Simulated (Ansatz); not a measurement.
CaZn₂Sb₂:
```xyz
5
Lattice="4.3581 0.0000 0.0000 -2.1790 3.7742 0.0000 0.0000 0.0000 7.2311" Properties=species:S:1:pos:R:3 pbc="T T T"
Ca     0.0000     0.0000     0.0000
Zn     0.0000     2.5161     4.5782
Zn     2.1790     1.2581     2.6529
Sb     0.0000     2.5161     1.8497
Sb     2.1790     1.2581     5.3814
```

Relaxed with LDA. Special points in fractions of this cell's reciprocal vectors: Γ (0.000, 0.000, 0.000); M (0.500, 0.000, 0.000); K (0.333, 0.333, 0.000); A (0.000, 0.000, 0.500); L (0.500, 0.000, 0.500); H (0.333, 0.333, 0.500).

Problem. List the band energies nearest the Fermi level at these points for LDA in the plane-wave PAW code Ansatz.

Solution. In eV from the Fermi level; about four levels below and three above (degenerate sets whole), none deeper than 8.9 eV; points with the same levels are listed once.

```tsv
k	below	above
Γ	-5.52 -1.45 -1.45 -0.15	0.16 0.16 0.20
M	-3.35 -2.54 -2.42 -1.52	0.07 2.23 2.31
K	-4.45 -2.69 -2.69 -2.49	1.88 2.49 2.49
A	-0.85 -0.85 -0.84 -0.84	0.01 1.57 2.00 2.00
L	-2.65 -2.63 -1.35 -1.25	0.68 0.84 1.49
H	-4.01 -3.25 -1.84 -1.84	1.31 1.31 2.87
```

Space group P-3m1. The workflow started from a Materials Project entry (that database holds measured and hypothetical structures alike); the Crystallography Open Database files this formula in space group No. 164, but the cells were not matched. Its standing as an ambient phase is unchecked. The cell was relaxed with LDA under the symmetry of its start; of distortions, only those at the zone centre were tested. A small band overlap can be real or an error of a semilocal functional. The Fermi level of a semimetal is unsure by some 0.05 eV on such meshes. Scalar-relativistic: spin–orbit coupling is off unless named, which matters more the heavier the elements.

Potentials: the later of the program's two PAW sets.
